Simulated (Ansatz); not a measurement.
## K (sc type) under strong compression

```
CELL_PARAMETERS angstrom
4.11103 0.00000 0.00000
0.00000 4.11103 0.00000
0.00000 0.00000 4.11103
ATOMIC_POSITIONS crystal
K 0.00000 0.00000 0.00000
```

The cell comes from a relaxation on PAW files under the same functional, begun from a prototype that needn't be the stable phase.

Its volume is scaled at fixed shape and fractional positions.

Level of theory: DFT with LDA, scalar-relativistic, in Ansatz 0.2.0; a Γ-centred 9×9×9 k mesh, Fermi–Dirac smearing of 0.05 eV, no spin polarisation. LAPW: all electrons, basis error target 1 meV/atom; PAW: frozen-core files, cutoff 420 eV; crystal datasets: all electrons, by PAW datasets that the program makes for each cell; norm-conserving: pseudopotentials, cutoff 980 eV; PAW (core large): files with a larger core, cutoff 420 eV.

Energies are extrapolated to zero smearing and count from the unscaled cell; pressure is positive in compression; gaps take the mesh and a band path. No temperature or zero-point motion is included.

The PAW files were made under PBE.

| V/V0 | V (Å³/atom) | P LAPW (GPa) | ΔE LAPW (eV/atom) | P PAW − LAPW (GPa) | ΔE PAW − LAPW (meV/atom) |
| --- | --- | --- | --- | --- | --- |
| 1.00 | 69.48 | -0.03 | 0.000 | 0.00 | 0.0 |
| 0.90 | 62.53 | 0.41 | 0.007 | 0.00 | 0.0 |
| 0.80 | 55.58 | 1.13 | 0.039 | 0.00 | 0.0 |
| 0.70 | 48.63 | 2.35 | ? | 0.00 | 0.0 |
| 0.60 | 41.69 | 4.52 | 0.257 | 0.00 | 0.0 |
| 0.50 | 34.74 | 7.56 | 0.523 | 0.01 | 0.2 |
| 0.40 | 27.79 | 12.80 | ? | 0.00 | 0.3 |

(1) What belongs in the row "0.40", column "ΔE LAPW (eV/atom)"?

(2) What belongs in the row "0.70", column "ΔE LAPW (eV/atom)"?

(3) At the smallest volume, how far do crystal datasets and norm-conserving and PAW (core large) lie from LAPW in pressure?

Answers

(1) 0.945.

(2) 0.112.

(3) crystal datasets: 0.00 GPa; norm-conserving: 0.00 GPa; PAW (core large): 0.00 GPa, on a LAPW pressure of 12.80 GPa.
